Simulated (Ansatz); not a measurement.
C:
```xyz
12
Lattice="1.2535 -3.5170 0.0000 1.2535 3.5170 0.0000 0.0000 0.0000 8.3398" Properties=species:S:1:pos:R:3 pbc="T T T"
C      1.2535    -1.8212     3.7134
C      1.2535     1.8212     4.6264
C      1.2535     1.8212     7.8833
C      1.2535    -1.8212     0.4565
C      1.2535     0.4847     5.4837
C      1.2535    -0.4847     2.8561
C      1.2535    -0.4847     1.3138
C      1.2535     0.4847     7.0260
C      1.2535    -3.3091     3.4173
C      1.2535     3.3091     4.9226
C      1.2535     3.3091     7.5872
C      1.2535    -3.3091     0.7526
```

Relaxed with r²SCAN. Special points in fractions of this cell's reciprocal vectors: Γ (0.000, 0.000, 0.000); Y (-0.500, 0.500, 0.000); C0 (-0.282, 0.718, 0.000); Σ0 (0.282, 0.282, 0.000); Z (0.000, 0.000, 0.500); A0 (0.282, 0.282, 0.500); E0 (-0.282, 0.718, 0.500); T (-0.500, 0.500, 0.500); S (0.000, 0.500, 0.000); R (0.000, 0.500, 0.500).

Task: List the band energies nearest the valence-band maximum at these points for r²SCAN in the plane-wave PAW code Ansatz.

Result: In eV from the valence-band maximum; about four levels below and three above (degenerate sets whole), none deeper than 8.9 eV; points with the same levels are listed once.

```json
[
 {"k": "Γ", "below": "-2.83 -1.98 -1.13 -0.70", "above": "3.07 5.42 6.02"},
 {"k": "Y", "below": "-1.77 -1.53 -0.78 0.00", "above": "4.92 5.05 5.90"},
 {"k": "C0", "below": "-4.38 -3.53 -3.13 -2.45", "above": "4.56 6.53 6.63"},
 {"k": "Z", "below": "-1.87 -1.87 -1.77 -1.77", "above": "4.39 4.39 6.40 6.40"},
 {"k": "A0", "below": "-4.12 -4.12 -2.85 -2.85", "above": "5.13 5.13 7.65 7.65"},
 {"k": "T", "below": "-1.84 -1.84 -0.23 -0.23", "above": "4.83 4.83 6.00 6.00"},
 {"k": "S", "below": "-4.50 -4.33 -3.83 -2.40", "above": "4.52 5.82 6.95"},
 {"k": "R", "below": "-4.24 -4.24 -3.06 -3.06", "above": "5.21 5.21 7.21 7.21"}
]
```

Space group Cmcm. The start of the workflow was typed in or built on a structure type; neither database checked (COD, Materials Project) lists it. It is not the phase usual at ambient conditions (space group No. 194, 227). The cell was relaxed with r²SCAN under the symmetry of its start; its stability against distortions is not shown here. The volume moved by -24 % from the start of the relaxation.

Potentials: the earlier of the program's two PAW sets. The files were generated under PBE; for other functionals the program regenerates the frozen cores, and for LDA and PBEsol the local potential too.
